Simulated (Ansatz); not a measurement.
**Relaxing a structure of BeCo**

The start is a generated cell, BeCo placed in the AFLOW prototype AB_hP8_194_ad_f (B_i, as in TiAs). The cell and all atomic positions are relaxed at zero pressure with PBEsol (plane waves to 420 eV, PAW, scalar-relativistic; Ansatz, a program for electronic structure). The first steps use a coarse 13×13×4 k-mesh.

Input geometry:
```
CELL_PARAMETERS angstrom
      2.82288     0.00000     0.00000
     -1.41144     2.44469     0.00000
      0.00000     0.00000     9.52334
ATOMIC_POSITIONS crystal
  Be 0.33333 0.66667 0.12500
  Be 0.66667 0.33333 0.62500
  Be 0.66667 0.33333 0.87500
  Be 0.33333 0.66667 0.37500
  Co 0.00000 0.00000 0.00000
  Co 0.00000 0.00000 0.50000
  Co 0.33333 0.66667 0.75000
  Co 0.66667 0.33333 0.25000
```
Spin-polarised start, with parallel moments on Co.

Question: How large is the pressure on the unrelaxed cell, and of which sign?

Answer: +25.3 GPa (positive: the cell is compressed).

Question: What is the largest force in the starting geometry, and on which atom (counted from 1)?

Answer: 0.24 eV/Å, on Be1, Be2, Be3, Be4 (atoms numbered as listed).

Question: By how much does the energy per atom fall from start to end?

Answer: 0.49 eV/atom.

Question: How does the volume per atom move from start to end?

Answer: +7.9 %, from 8.22 to 8.86 Å³/atom.

Question: How do the shortest distances between atoms change?

Answer: The closest pairs of elements (up to four, under 3.6 Å), start → end: Be–Co 2.02 → 2.25 Å; Be–Be 2.38 → 2.41 Å; Co–Co 2.82 → 2.41 Å.

Question: What band gap does the relaxed structure have at this level?

Answer: No gap (metallic).

Question: What does it relax into? Give the structure.

Answer: 
Space group P6₃/mmc (No. 194); a = b = 2.406 Å, c = 14.150 Å, α = β = 90.00°, γ = 120.00°

```tsv
atom	site	symmetry	x	y	z
Be	4f	3m.	0.6667	0.3333	0.1249
Co	2a	-3m.	0.0000	0.0000	0.0000
Co	2c	-6m2	0.3333	0.6667	0.2500
```

The space group stays P6₃/mmc (No. 194) (the run could not lower it), with 8 atoms in the primitive cell. Final values are on a 22×22×4 k-mesh of the relaxed cell. No spin polarisation in the result: the starting moments vanished. A magnetic state may lie lower.

The run could not lose the symmetry of its start: the end is stationary, and may be a saddle point rather than a minimum.

The relaxed structure here is a generated cell of BeCo: the first start was made by placing the elements on the sites of a structure type, and the end was not matched to a known phase here, so it may be hypothetical.
